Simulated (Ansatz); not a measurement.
Li6Ti2O7: Coordination and ⁷Li quadrupole coupling

Cell: a computed structure from the Materials Project (it need not be an observed phase), taken as it stands.

Space group C2/c (No. 15); a = 9.9458, b = 5.7135, c = 9.6394 Å, β = 101.07°.

```csv
site,Wyckoff,site symmetry,x,y,z
Li1,8f,1,0.2041,0.8717,0.3869
Li3,8f,1,0.4350,0.6420,0.4032
Li4,8f,1,0.4297,0.0999,0.3900
Ti,8f,1,0.3162,0.8863,0.1308
O17,8f,1,0.2483,0.1114,0.2495
O18,8f,1,0.8644,0.8653,0.4986
O21,8f,1,0.3777,0.1180,0.0246
O22,4e,2,0.5000,0.8516,0.2500
```

One atom of each set is listed; the run and its k-mesh use a cell of 30 atoms with edges of 5.74, 5.74, 9.64 Å.

Computed with Ansatz: DFT, PBE, plane waves and PAW, scalar-relativistic, 420 eV cutoff, Γ-centred 4×4×3 k-points, Fermi–Dirac smearing 0.02 eV.

Q(⁷Li) = -40.10 mb.

Problem. Order the Li environments from the weakest to the strongest quadrupole coupling.
A. Li1: 5 O at 1.94–2.10 Å
B. Li3: 5 O at 1.96–2.12 Å
C. Li4: 5 O at 1.94–2.16 Å

Solution. B (0.099 MHz, η = 0.16), C (0.121 MHz, η = 0.92), A (0.144 MHz, η = 0.90).

Like point charges on the first shell alone (each adding as 1/d³) would give the same order, so the shape of the shell goes a long way to explain it.

With these PAW files V_zz is typically within 2 to 3 % of all-electron values, but misses above 10 % occur on Li.
